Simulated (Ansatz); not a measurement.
Zincblende alloy of CdTe and CdSe (12 of 32 Te sites exchanged), 64 atoms

Ansatz, PAW, plane waves. PBEsol relaxation of volume and atoms (shape held) at the single k point (¼, ¼, ¼) without its symmetry partners; single points on the relaxed atoms at the single k point (¼, ¼, ¼) without its symmetry partners, onto which points of the small cell's zone fold. Arrangement: quasirandom. No spin–orbit coupling unless named.

Relaxed structure:

```cif
data_structure
_symmetry_space_group_name_H-M 'P 1'
_symmetry_Int_Tables_number 1
_cell_length_a 12.6699
_cell_length_b 12.6699
_cell_length_c 12.6699
_cell_angle_alpha 90.000
_cell_angle_beta 90.000
_cell_angle_gamma 90.000
_cell_volume 2033.86
loop_
_atom_site_label
_atom_site_type_symbol
_atom_site_fract_x
_atom_site_fract_y
_atom_site_fract_z
_atom_site_occupancy
Cd1 Cd 0.00593 0.99522 0.00776 1
Cd2 Cd 0.00205 0.00169 0.49851 1
Cd3 Cd 0.99551 0.49376 0.00695 1
Cd4 Cd 0.00667 0.49547 0.49070 1
Cd5 Cd 0.48812 0.00082 0.00047 1
Cd6 Cd 0.49825 0.00013 0.49728 1
Cd7 Cd 0.50462 0.50700 0.00715 1
Cd8 Cd 0.49891 0.49895 0.49831 1
Cd9 Cd 0.25081 0.23907 0.00264 1
Cd10 Cd 0.25038 0.26284 0.49927 1
Cd11 Cd 0.25021 0.75924 0.99988 1
Cd12 Cd 0.25823 0.74342 0.49103 1
Cd13 Cd 0.75545 0.25724 0.00585 1
Cd14 Cd 0.74253 0.25726 0.49053 1
Cd15 Cd 0.74747 0.74936 0.01395 1
Cd16 Cd 0.74425 0.74230 0.50471 1
Cd17 Cd 0.25169 0.00207 0.23775 1
Cd18 Cd 0.24955 0.99894 0.76153 1
Cd19 Cd 0.25035 0.50167 0.25990 1
Cd20 Cd 0.25734 0.49390 0.74584 1
Cd21 Cd 0.75570 0.99342 0.24348 1
Cd22 Cd 0.74786 0.00222 0.75283 1
Cd23 Cd 0.74382 0.49505 0.24410 1
Cd24 Cd 0.74418 0.50769 0.74413 1
Cd25 Cd 0.00924 0.25491 0.24276 1
Cd26 Cd 0.99738 0.25095 0.74926 1
Cd27 Cd 0.99213 0.75563 0.24488 1
Cd28 Cd 0.00884 0.75534 0.75901 1
Cd29 Cd 0.50782 0.25690 0.25624 1
Cd30 Cd 0.48524 0.25048 0.75254 1
Cd31 Cd 0.49107 0.74426 0.24316 1
Cd32 Cd 0.50777 0.74328 0.74313 1
Se1 Se 0.12471 0.12334 0.12340 1
Se2 Se 0.62360 0.62513 0.12976 1
Se3 Se 0.62040 0.62014 0.61950 1
Se4 Se 0.37729 0.37660 0.62101 1
Se5 Se 0.37320 0.87440 0.12327 1
Se6 Se 0.87507 0.37478 0.12993 1
Se7 Se 0.87574 0.87479 0.12135 1
Se8 Se 0.37109 0.12326 0.87680 1
Se9 Se 0.37946 0.62052 0.37340 1
Se10 Se 0.12693 0.37436 0.37097 1
Se11 Se 0.12653 0.87840 0.88101 1
Se12 Se 0.62272 0.38238 0.37400 1
Te1 Te 0.12973 0.12698 0.62608 1
Te2 Te 0.12532 0.62661 0.12631 1
Te3 Te 0.12779 0.62380 0.62316 1
Te4 Te 0.62406 0.12447 0.12405 1
Te5 Te 0.62068 0.12988 0.62472 1
Te6 Te 0.37405 0.37510 0.12740 1
Te7 Te 0.37374 0.87324 0.62648 1
Te8 Te 0.87270 0.37778 0.62024 1
Te9 Te 0.87507 0.87316 0.62634 1
Te10 Te 0.37195 0.12908 0.37205 1
Te11 Te 0.37597 0.62689 0.87514 1
Te12 Te 0.87634 0.12902 0.36853 1
Te13 Te 0.87793 0.12327 0.88135 1
Te14 Te 0.87136 0.62165 0.37072 1
Te15 Te 0.87320 0.62648 0.87904 1
Te16 Te 0.12717 0.37224 0.87732 1
Te17 Te 0.12795 0.87473 0.36914 1
Te18 Te 0.62245 0.37643 0.87435 1
Te19 Te 0.62248 0.86932 0.37011 1
Te20 Te 0.62205 0.87291 0.87949 1
```

(1) What are the mean bond lengths by pair (pairs within 1.2 times the sum of covalent radii, less contacts 15 % beyond the pair's median; cation–cation pairs of compounds aside; long ionic contacts are cut short by that bound)?

(2) What gap lies between the top filled and the lowest empty level in the single points?

Results:

(1) Cd–Se 2.658 ± 0.017 Å (standard deviation, 48 bonds); Cd–Te 2.798 ± 0.011 Å (standard deviation, 80 bonds).

(2) HSE06 2.38 eV (78 s on NVIDIA H100). Away from Γ this isn't the crystal's band gap.
